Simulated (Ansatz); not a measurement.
Ta, DFT, PBEsol, all-electron LAPW, scalar-relativistic (Ansatz 0.2.0), run on 1 thread of Intel(R) Xeon(R) Platinum 8488C (Sapphire Rapids) on a shared host.

The cell comes from COD entry 1541266, which wasn't checked; take it as a given geometry. The listed cell was then made from it by scaling, straining or moving an atom.

Command: `ansatz run input.yaml --threads 1 --pin off --max-ram 3072MiB --backend cpu --events-out ev --progress --plain --runs-dir out`

```yaml
crystal:
  lattice:
    - [-1.6178577021, 1.6178577021, 1.6178577021]
    - [1.6178577021, -1.6178577021, 1.6178577021]
    - [1.6178577021, 1.6178577021, -1.6178577021]
  atoms:
    - { symbol: Ta, position: [0.0, 0.0, 0.0] }
kpoints:
  mp_grid: { grid: [17, 17, 17] }
scf:
  occupations: { method: fermi_dirac, width: 0.08 }
hamiltonian:
  xc: pbesol
  pseudopotentials: { kind: all_electron, lapw: { basis_error: 0.0005 } }
output:
  forces: true
  stress: true
  eigenvalues: true
```

**Question.** How large is the problem that the program sets up?

**Answer.** 165 irreducible k-points, 201 plane waves at Γ, 26 bands.

**Question.** Estimate the wall time and the peak memory.

**Answer.** 19 s of wall time for 8 SCF iterations, with a peak of 0.46 GiB. Times on shared machines scatter by tens of per cent.

**Question.** And the same cell and mesh by frozen-core PAW, asked for forces, stress, eigenvalues, efg, on the same hardware?

**Answer.** 3.3 s, peak memory 0.4 GiB.

**Question.** And the same cell and mesh by crystal-made all-electron datasets, asked for forces, stress, eigenvalues, efg, on the same hardware?

**Answer.** 12 s, peak memory 0.55 GiB.
